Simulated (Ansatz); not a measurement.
Ansatz (a program for electronic structure) input:

Ansatz 0.2 input:
```yaml
crystal:
  lattice:
    - [0.0, 2.1037563958, 2.1037563958]
    - [2.1037563958, 0.0, 2.1037563958]
    - [2.1037563958, 2.1037563958, 0.0]
  atoms:
    - { symbol: Mg, position: [0.0, 0.0, 0.0] }
    - { symbol: O, position: [0.5, 0.5, 0.5] }
kpoints:
  mp_grid: { grid: [11, 11, 11] }
hamiltonian:
  xc: r2scan
  pseudopotentials: { azcp: { folder: ./paw }, kind: paw }
scf:
  occupations: { method: fixed }
checkpoint: { read: static.run }
output: { bader: true, populations: true }
```

Output (shortened):

```
Pseudopotentials: kind: paw
Pseudopotential: Mg, paw, valence charge 10
Pseudopotential: O, paw, valence charge 6
Functional definition: r2SCAN
Crystal: 2 atoms, lattice volume = 18.622 Å³
Basis set: ecut = 500 eV, 459 PW (Γ), exchange–correlation on 96×96×96 points (64 copies of the dense FFT grid, shifted against one another)
Bands: 12, of which v1, the nominal top of the filled ones, is band 8 counted from 1 (7 counted from 0)
Symmetry: 48 space group operations
Space group: Fm-3m (ITA 225), of the structure as read, at distance tolerance 2.7e-5 Å
k-points: 56 of 1331
PAW frozen core: Mg, regenerated for the run's functional
PAW frozen core: O, regenerated for the run's functional
Initial density: read from a saved state, or passed on in memory by an earlier SCF of this step, an earlier step, the calling program or the single point that …
Stability of the state it starts from, as read at its close in the unpolarized treatment …
Initial wavefunctions: pseudopotential atomic-orbital guess
Eigensolver: davidson
Functional: x = r2scan, c = r2scan; τ floored in thin density (d = 2e-4 eV/Å³)
iter 1 solved again at ethr=1.85e-8 eV; its pass at ethr=3.10e-3 eV (dr2=2.96e-6 eV) is discarded
SCF iter   1: F=—  HF=-2498.322797 eV  |F-HF|=—  |Δ(HF+E_count)|=         —  Δρ=3.09e-7  dr2=7.78e-12  dr2_τ=9.86e-13  ethr=1.85e-8  ⟨swp⟩=3.4  Hψ=5555  notcnv=0  defer=110
all-band conjugate gradients solve this SCF's bands
preconditioner: auto → none
SCF iter   2: F=-2498.322797 eV  HF=-2498.322797 eV  |F-HF|=2.27e-12  |Δ(HF+E_count)|=  3.19e-10  Δρ=1.96e-7  dr2=2.90e-12  dr2_τ=1.03e-12  ethr=1.00e-12  ⟨swp⟩=7.5  Hψ=2950  notcnv=0
SCF 1 converged in 2 iterations: F = -2498.322797 eV  dr2 = 2.90e-12
SCF converged after 2 iterations
Free energy (F): -2498.322797 eV
Harris-Foulkes:  -2498.322797 eV  (|F-HF|=2.27e-12)
Internal energy: -2498.322797 eV  (E = F + TS)
E sigma→0 (E₀):  -2498.322797 eV
Fermi energy:    7.684113 eV
--- Per-component energies (eV) ---
  E_band       = -312.765981
  E_kinetic    = 244.491114
  E_local      = -1693.781125  (includes V_loc(G=0)·N_el)
  E_nonlocal   = 246.649935
  E_hartree    = 563.028274
  E_xc         = -98.710926
  E_vxc        = -142.193717  (∫ρ·V_xc dr)
  E_paw        = -469.181443  (= ΣΔE_a)
  E_vpaw       = -103.068919  (= ΣTr[D̂ρ^β])
  E_aug_tail   = 0.000290  (compensation charges beyond the density's cutoff)
  E_vtau       = 9.079917  (kinetic-family band-sum trace: ∫τ·v_τ [+ j·A + Jᵃ·Aᵃ] dr)
  E_ewald      = -1290.760769
  E_core_change = -0.058149  (= ΣΔE_core)
  E_smearing   =  0.000000  (= −TS)
  E_closure    =  0.000000  (closes the sum)
  Σ components = -2498.322797   (vs F -2498.322797, Δ=0.00e0)
  [band-id]    e_kinetic+e_local+e_nonlocal+2·e_hartree+e_vxc+e_vpaw+e_augmentation_tail+e_vtau = -312.765955   (vs E_band -312.765981, Δ=2.59e-5)
--- Band table (eV; the first three rows and the last of 56) ---
  k-point 0: bands = ["-67.2180", "-32.2949", "-32.2949", "-32.2949", "-10.5300", "7.6841", "7.6841", "7.6841", "13.3617", "24.5364", "24.5364", "24.5364"]
  k-point 1: bands = ["-67.2174", "-32.3019", "-32.2955", "-32.2955", "-10.4401", "7.1571", "7.6263", "7.6263", "13.8777", "23.4569", "24.7484", "24.7484"]
  k-point 2: bands = ["-67.2157", "-32.3205", "-32.2972", "-32.2972", "-10.1898", "6.0002", "7.4756", "7.4756", "14.9614", "22.0181", "25.2320", "25.2320"]
  k-point 55: bands = ["-67.2073", "-32.3472", "-32.3443", "-32.3229", "-8.9717", "4.5884", "4.8009", "6.0500", "19.9778", "20.7066", "21.1435", "24.7525"]
  band table: 12 of 12 bands, residual norms ≤ 1.0e-3 eV
--- Löwdin populations: 2 sites ---
  site symbol       q [e]
     0     Mg      8.4365
     1      O      7.4253
  spilling = 0.008636 (of n_electrons = 16.000000)
--- Bader charges: 2 sites ---
  site symbol  charge [e]  shift [e]
     0     Mg      1.7430     0.0069
     1      O     -1.7430     0.0069
  shift: an alarm, by how much a part of what the PAW files miss would move the charge. Where it is large, compare
  with a run on PAW files of another source; a small one proves nothing
  estimated error of the sums over rays = 1.1e-4 e
```

Cost: roughly 7 core-seconds on shared cores.

The cell was relaxed with r²SCAN under the symmetry of its start; phonons on a q-mesh show no instability.

Potentials: the earlier of the program's two PAW sets.

Ansatz is a plane-wave DFT program.
